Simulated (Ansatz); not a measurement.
Given:

Sc3InB:
```cif
data_BInSc3
_chemical_formula_sum 'B1 In1 Sc3'
_space_group_name_H-M_alt 'P 1'
_space_group_IT_number 1
_cell_length_a 4.63570
_cell_length_b 4.63570
_cell_length_c 4.63570
_cell_angle_alpha 90.000
_cell_angle_beta 90.000
_cell_angle_gamma 90.000
loop_
_space_group_symop_operation_xyz
  'x, y, z'
loop_
_atom_site_label
_atom_site_type_symbol
_atom_site_fract_x
_atom_site_fract_y
_atom_site_fract_z
_atom_site_occupancy
B1 B 0.50000 0.50000 0.50000 1
In1 In 0.00000 0.00000 0.00000 1
Sc1 Sc 0.00000 0.50000 0.50000 1
Sc2 Sc 0.50000 0.00000 0.50000 1
Sc3 Sc 0.50000 0.50000 0.00000 1
```

This is the PBEsol-relaxed structure.

Q: All from PBEsol (plane waves, PAW; program Ansatz), unless another level is named. Estimate the electronic character.

A: metallic (no gap).

Q: Next, the formation energy from the elements (no fitted shifts)?

A: -0.42 eV/atom.

Q: Give the density of states at the Fermi level.

A: 1.0 states/eV per atom (mean over ±0.08 eV).

Q: Give the gap with spin–orbit coupling.

A: none (metallic).

Space group Pm-3m (anti-perovskite). The workflow started from an entry of the Crystallography Open Database (COD). Its standing as an ambient phase is unchecked. The cell was relaxed with PBEsol under the symmetry of its start; of distortions, only those at the zone centre were tested. No spin polarisation was allowed. The references are the lowest solids computed at this level, not always the standard phases. Scalar-relativistic: spin–orbit coupling is off unless named, which matters more the heavier the elements.

Potentials: the later of the program's two PAW sets.
